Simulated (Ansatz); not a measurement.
Computed properties of Zn2SeS

Zn2SeS:
```
Zn2SeS
1.0
    3.88561     0.00000     0.00000
    0.00000     3.88561     0.00000
    0.00000     0.00000     5.49308
Zn Se S
2 1 1
Cartesian
  1.94280   0.00000   4.19300
  0.00000   1.94280   1.30008
  0.00000   0.00000   2.74654
  1.94280   1.94280   0.00000
```

Space group P-4m2 (No. 115); conventional cell a = b = 3.886 Å, c = 5.493 Å, α = β = γ = 90.00°.

Method: PBEsol in the plane-wave PAW code Ansatz. The cell and atoms are relaxed at this level. Other levels are named where they apply.

### Cell and energy

```json
{
  "volume_per_atom": "20.73 Å³",
  "density": "4.84 g/cm³",
  "Formation energy from the elements (no fitted shifts)": "-0.74 eV/atom"
}
```

### Electronic structure

```json
{
 "band_gap": "1.55 eV (direct)",
 "valence_band_maximum": "at Γ",
 "conduction_band_minimum": "at Γ",
 "electron_effective_mass": "0.13 mₑ (isotropic)",
 "Electron effective mass with spin–orbit coupling": "0.13 mₑ (isotropic)",
 "Hole effective mass, band 1 of 2 at the edge": "3.7 along x, 0.64 along z (mₑ)",
 "Hole effective mass, band 2 of 2 at the edge": "0.11 along x, 0.64 along z (mₑ)",
 "Hole effective mass with spin–orbit coupling": "0.21, 0.21, 0.63 mₑ (principal values)",
 "HSE06 gap on the PBEsol cell": "2.83 eV",
 "Gap with spin–orbit coupling": "1.47 eV"
}
```

### Mechanics

```json
{
 "Bulk modulus (Birch–Murnaghan fit)": "71.5 GPa",
 "Pressure derivative B′": "4.5",
 "Elastic constants (relaxed ions, GPa)": "C11 = 122, C12 = 34.1, C13 = 58.4, C33 = 97.3, C44 = 43.2, C66 = 19.5",
 "mechanical_stability": "stable (all eigenvalues of C positive)",
 "hill_bulk_and_shear_moduli": "71.5 and 31.5 GPa",
 "Young's modulus": "82.4 GPa",
 "Poisson's ratio": "0.31",
 "debye_temperature_from_the_elastic_constants": "309 K",
 "Piezoelectric stress constants (proper, relaxed ions, C/m²)": "e15 = -0.05, e24 = 0.05, e31 = -0.06, e32 = 0.06"
}
```

### Dielectric response

```json
{
  "Electronic dielectric constant ε∞ (DFPT)": "6.74 (xx = yy), 6.73 (zz)",
  "Static dielectric constant ε0 (ions relaxed, cell fixed)": "9.69 (xx = yy), 9.67 (zz)",
  "Born charges (a third of the trace)": "Zn +1.99, Se -1.86, S -2.12 e",
  "Largest static χ(2) component": "38 pm/V"
}
```

### Phonons

```json
{
 "Highest zone-centre frequency (without LO–TO term)": "285 cm⁻¹",
 "zone_centre_stability": "no imaginary mode at Γ"
}
```

The workflow started from a Materials Project entry (that database holds measured and hypothetical structures alike); the Crystallography Open Database copy checked does not list it. Whether it is the stable phase at ambient conditions was not checked. Symmetry was held in the PBEsol relaxation. Signs of piezoelectric constants follow the polarity of the cell as given. The references are the lowest solids computed at this level, not always the standard phases. Spin–orbit coupling is left out wherever it is not named.

Potentials: the later of the program's two PAW sets.
